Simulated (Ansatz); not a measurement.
Start of a relaxation of AgIrC₄N₄:

```cif
data_structure
_symmetry_space_group_name_H-M 'P 1'
_symmetry_Int_Tables_number 1
_cell_length_a 6.0039
_cell_length_b 6.0039
_cell_length_c 6.0039
_cell_angle_alpha 90.000
_cell_angle_beta 90.000
_cell_angle_gamma 90.000
_cell_volume 216.42
loop_
_atom_site_label
_atom_site_type_symbol
_atom_site_fract_x
_atom_site_fract_y
_atom_site_fract_z
_atom_site_occupancy
Ag1 Ag 0.00000 0.00000 0.00000 1
Ir1 Ir 0.50000 0.50000 0.50000 1
C1 C 0.19444 0.19444 0.19444 1
C2 C 0.19444 0.80556 0.80556 1
C3 C 0.80556 0.19444 0.80556 1
C4 C 0.80556 0.80556 0.19444 1
N1 N 0.30695 0.30695 0.30695 1
N2 N 0.30695 0.69305 0.69305 1
N3 N 0.69305 0.30695 0.69305 1
N4 N 0.69305 0.69305 0.30695 1
```

Computed with Ansatz, DFT PBE, scalar-relativistic, plane waves, PAW. Cutoff 420 eV, Gaussian smearing, Γ-centred meshes. Cell and atoms relax first on a coarse mesh and then on a finer one. In between, the cell is made exact in the group found at 0.06 Å. In metals the finer mesh still leaves noise of several meV/atom or more. The steps can't lower the symmetry of their start. Collinear spin, starting moments Ir 1.0 μB.

A guess keeps its type if space group and coordination stay and the shape of the cell changes little (axis ratios within about 15 %, angles within 6°); the volume may change.

Question: Does this structure survive the relaxation?

Answer: It keeps its type. The symmetry stays P-43m (No. 215). The volume per atom grows by 5.6 %, from 21.6 to 22.9 Å³. The shortest distance goes from 1.17 Å (C–N) to 1.18 Å (C–N). Counting neighbours within 15 % of an atom's shortest distance, the start has Ag 4, C 1, Ir 4, N 1 and the end Ag 4, C 1, Ir 4, N 1.

The last run used collinear spin, a 6×6×6 mesh for its 10-atom cell and Gaussian smearing of 0.10 eV. These runs have no spin–orbit coupling, which can matter for Ir. Another magnetic order may lie lower. Symmetry constrained the relaxation, so the result can be a saddle point.
